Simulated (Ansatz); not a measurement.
Ansatz (an electronic-structure program) input:

Ansatz 0.2 input:
```yaml
crystal:
  lattice:
    - [3.9847109526, 0.0, 0.0]
    - [0.0, 3.9847109526, 0.0]
    - [0.0, 0.0, 4.2056153065]
  atoms:
    - { symbol: Ba, position: [0.5, 0.5, 0.5915575582] }
    - { symbol: Ti, position: [0.0, 0.0, 0.1087836561] }
    - { symbol: O, position: [0.0, 0.5, 0.0601018045] }
    - { symbol: O, position: [0.5, 0.0, 0.0601018045] }
    - { symbol: O, position: [0.0, 0.0, 0.5394451767] }
kpoints:
  mp_grid: { grid: [6, 6, 5] }
  band_path:
    path:
      - [[0.0, 0.0, 0.0], [0.0, 0.5, 0.0], [0.5, 0.5, 0.0], [0.0, 0.0, 0.0], [0.0, 0.0, 0.5], [0.0, 0.5, 0.5], [0.5, 0.5, 0.5], [0.0, 0.0, 0.5]]  # Γ-X-M-Γ-Z-R-A-Z
      - [[0.0, 0.5, 0.0], [0.0, 0.5, 0.5]]  # X-R
      - [[0.5, 0.5, 0.0], [0.5, 0.5, 0.5]]  # M-A
      - [VBM, CBM]
    npoints: 8
basis: { xc_grid: 2 }
hamiltonian:
  xc: pbe
  pseudopotentials: { azcp: { folder: ./paw }, kind: paw_fr }
magnetization: { noncollinear: true, spin_orbit: true }
scf:
  n_extra_bands: 12
  convergence: { dr2_threshold: 0.0000000001 }
  occupations: { method: gaussian, width: 0.01 }
checkpoint: { write: soc.run }
output: { eigenvalues: true }
```

Output (shortened):

```
Pseudopotential: Ba, paw, valence charge 10
Pseudopotential: Ti, paw, valence charge 12
Pseudopotential: O, paw, valence charge 6
Functional definition: PBE
non-collinear run that drives no moment, with spin-orbit …
Crystal: 5 atoms, lattice volume = 66.776 Å³
Basis set: ecut = 420 eV, 1303 PW (Γ), exchange–correlation on 54×54×60 points (8 copies of the dense FFT grid, shifted against one another)
Bands: 52, of which v1, the nominal top of the filled ones, is band 40 counted from 1 (39 counted from 0)
Symmetry: 8 space group operations + 8 with time reversal
k-points: 30 of 180 (time reversal used)
Projection manifold: j_resolved (fully-relativistic pseudo-atomic orbitals)
SCF iter   1: F=—  HF=-10164.903657 eV  |F-HF|=—  |Δ(HF+E_count)|=         —  Δρ=4.88e-2  dr2=1.73e0  dr2_m=0.00e0 (ungated)  ethr=3.10e-3  |M|=0.00e0 ∫|m|=0.00e0 μB  |m|>n=0.0e0 m-floor=0.0e0 τ_xc=0.0e0  β_m=0.30  ⟨swp⟩=8.3  Hψ=7838  notcnv=0  defer=4
preconditioner: auto → Resta (q_TF=auto, 2.505 Å⁻¹)
spin=Noncollinear: Resta preconditioning applied to the charge; magnetization (m_x, m_y, m_z) channels mix plain (no charge-response kernel on spin).
SCF iter   2: F=—  HF=-10164.727166 eV  |F-HF|=—  |Δ(HF+E_count)|=   1.76e-1  Δρ=3.31e-2  dr2=8.51e-1  dr2_m=0.00e0 (ungated)  ethr=3.10e-3  |M|=0.00e0 ∫|m|=0.00e0 μB  |m|>n=0.0e0 m-floor=0.0e0 τ_xc=0.0e0  β_m=0.61  ⟨swp⟩=2.1  Hψ=2008  notcnv=0  defer=160
SCF iter   3: F=—  HF=-10164.621710 eV  |F-HF|=—  |Δ(HF+E_count)|=   1.05e-1  Δρ=7.24e-3  dr2=3.79e-2  dr2_m=0.00e0 (ungated)  ethr=2.13e-3  |M|=0.00e0 ∫|m|=0.00e0 μB  |m|>n=0.0e0 m-floor=0.0e0 τ_xc=0.0e0  β_m=0.77  ⟨swp⟩=2.9  Hψ=2665  notcnv=0  defer=160
SCF iter   4: F=—  HF=-10164.627052 eV  |F-HF|=—  |Δ(HF+E_count)|=   5.34e-3  Δρ=4.24e-3  dr2=1.03e-2  dr2_m=0.00e0 (ungated)  ethr=9.49e-5  |M|=0.00e0 ∫|m|=0.00e0 μB  |m|>n=0.0e0 m-floor=0.0e0 τ_xc=0.0e0  β_m=0.69  ⟨swp⟩=2.0  Hψ=2628  notcnv=0  defer=160
SCF iter   5: F=—  HF=-10164.626106 eV  |F-HF|=—  |Δ(HF+E_count)|=   9.46e-4  Δρ=1.62e-3  dr2=1.44e-3  dr2_m=0.00e0 (ungated)  ethr=2.59e-5  |M|=0.00e0 ∫|m|=0.00e0 μB  |m|>n=0.0e0 m-floor=0.0e0 τ_xc=0.0e0  β_m=0.70  ⟨swp⟩=2.2  Hψ=2580  notcnv=0  defer=158
SCF iter   6: F=—  HF=-10164.626443 eV  |F-HF|=—  |Δ(HF+E_count)|=   3.37e-4  Δρ=7.52e-4  dr2=2.98e-4  dr2_m=0.00e0 (ungated)  ethr=3.60e-6  |M|=0.00e0 ∫|m|=0.00e0 μB  |m|>n=0.0e0 m-floor=0.0e0 τ_xc=0.0e0  β_m=0.59  ⟨swp⟩=2.3  Hψ=2326  notcnv=0  defer=154
SCF iter   7: F=—  HF=-10164.626457 eV  |F-HF|=—  |Δ(HF+E_count)|=   1.37e-5  Δρ=1.93e-4  dr2=2.48e-5  dr2_m=0.00e0 (ungated)  ethr=7.45e-7  |M|=0.00e0 ∫|m|=0.00e0 μB  |m|>n=0.0e0 m-floor=0.0e0 τ_xc=0.0e0  β_m=0.71  ⟨swp⟩=2.0  Hψ=2496  notcnv=0  defer=154
SCF iter   8: F=—  HF=-10164.626475 eV  |F-HF|=—  |Δ(HF+E_count)|=   1.84e-5  Δρ=6.28e-5  dr2=2.06e-6  dr2_m=0.00e0 (ungated)  ethr=6.20e-8  |M|=0.00e0 ∫|m|=0.00e0 μB  |m|>n=0.0e0 m-floor=0.0e0 τ_xc=0.0e0  β_m=0.85  ⟨swp⟩=2.5  Hψ=2421  notcnv=0  defer=154
SCF iter  12: F=-10164.626478 eV  HF=-10164.626478 eV  |F-HF|=5.46e-12  |Δ(HF+E_count)|=  9.82e-11  Δρ=2.25e-7  dr2=4.46e-11  dr2_m=0.00e0 (ungated)  ethr=1.00e-12  |M|=0.00e0 ∫|m|=0.00e0 μB  |m|>n=0.0e0 m-floor=0.0e0 τ_xc=0.0e0  ⟨swp⟩=10.4  Hψ=5073  notcnv=0
SCF 1 converged in 12 iterations: F = -10164.626478 eV  dr2 = 4.46e-11
NSCF: frozen V_eff on 40 k-points
NSCF: frozen V_eff on 40 k-points
NSCF: frozen V_eff on 40 k-points
NSCF: frozen V_eff on 38 k-points
NSCF: frozen V_eff on 14 k-points
NSCF: frozen V_eff on 10 k-points
NSCF: frozen V_eff on 10 k-points
NSCF: frozen V_eff on 10 k-points
NSCF: frozen V_eff on 5 k-points
NSCF: frozen V_eff on 84 k-points
SCF converged after 12 iterations
Magnetization: |M| = 0.0000 μB,  M = (+0.0000, +0.0000, +0.0000) μB
Absolute magnetization: 0.0000 μB (∫|m|)
  site 0: m = (+0.0000, +0.0000, +0.0000) μB, |m| = 0.0000 μB  (R = 1.16 Å)
  site 1: m = (+0.0000, +0.0000, +0.0000) μB, |m| = 0.0000 μB  (R = 0.75 Å)
  site 2: m = (+0.0000, +0.0000, +0.0000) μB, |m| = 0.0000 μB  (R = 0.83 Å)
  site 3: m = (+0.0000, +0.0000, +0.0000) μB, |m| = 0.0000 μB  (R = 0.83 Å)
  site 4: m = (+0.0000, +0.0000, +0.0000) μB, |m| = 0.0000 μB  (R = 0.75 Å)
Free energy (F): -10164.626478 eV
Harris-Foulkes:  -10164.626478 eV  (|F-HF|=5.46e-12)
Internal energy: -10164.626478 eV  (E = F + TS)
E sigma→0 (E₀):  -10164.626478 eV
Fermi energy:    10.856956 eV
--- Per-component energies (eV) ---
  E_band       = -163.513547
  E_kinetic    = 946.072511
  E_local      = -2259.251286  (includes V_loc(G=0)·N_el)
  E_nonlocal   = 306.995474
  E_hartree    = 867.913240
  E_xc         = -532.441809
  E_vxc        = -551.967512  (∫ρ·V_xc dr)
  E_paw        = -6727.099240  (= ΣΔE_a)
  E_vpaw       = -341.191514  (= ΣTr[D̂ρ^β])
  E_aug_tail   = 0.002203  (compensation charges beyond the density's cutoff)
  E_ewald      = -2766.817573
  E_smearing   =  0.000000  (= −TS)
  E_closure    =  0.000000  (closes the sum)
  Σ components = -10164.626478   (vs F -10164.626478, Δ=0.00e0)
  [band-id]    e_kinetic+e_local+e_nonlocal+2·e_hartree+e_vxc+e_vpaw+e_augmentation_tail = -163.513643   (vs E_band -163.513547, Δ=-9.63e-5)
--- Band table (eV; the first three rows and the last of 30) ---
  k-point 0: bands = ["-46.6222", "-46.6222", "-23.3336", "-23.3336", "-22.7113", "-22.7113", "-22.6247", "-22.6247", "-15.0681", "-15.0681", "-7.0319", "-7.0319", "-6.4624", "-6.4624", "-6.2959", "-6.2959", "-1.6101", "-1.6101", "0.2934", "0.2934", "0.3536", …
  k-point 1: bands = ["-46.6221", "-46.6221", "-23.3373", "-23.3373", "-22.7168", "-22.7168", "-22.6243", "-22.6243", "-15.0425", "-15.0425", "-7.0538", "-7.0538", "-6.4600", "-6.4600", "-6.2889", "-6.2889", "-1.5419", "-1.5419", "0.3930", "0.3930", "0.4132", …
  k-point 2: bands = ["-46.6219", "-46.6219", "-23.3434", "-23.3434", "-22.7256", "-22.7256", "-22.6236", "-22.6236", "-15.0006", "-15.0006", "-7.1588", "-7.1588", "-6.3711", "-6.3711", "-6.2774", "-6.2774", "-1.4411", "-1.4411", "0.4589", "0.4589", "0.6165", …
  k-point 29: bands = ["-46.6205", "-46.6205", "-23.3658", "-23.3658", "-22.7435", "-22.7435", "-22.6740", "-22.6740", "-14.8475", "-14.8475", "-6.4509", "-6.4509", "-6.1166", "-6.1166", "-6.1054", "-6.1054", "-2.0581", "-2.0581", "-0.4023", "-0.4023", …
```

Cost: around 2.6 core-minutes (rough) on shared cores.

Space group P4mm. The PBE relaxation kept the symmetry of its start. No spin polarisation was allowed.

Potentials: the earlier of the program's two PAW sets.

Ansatz is a plane-wave DFT program.
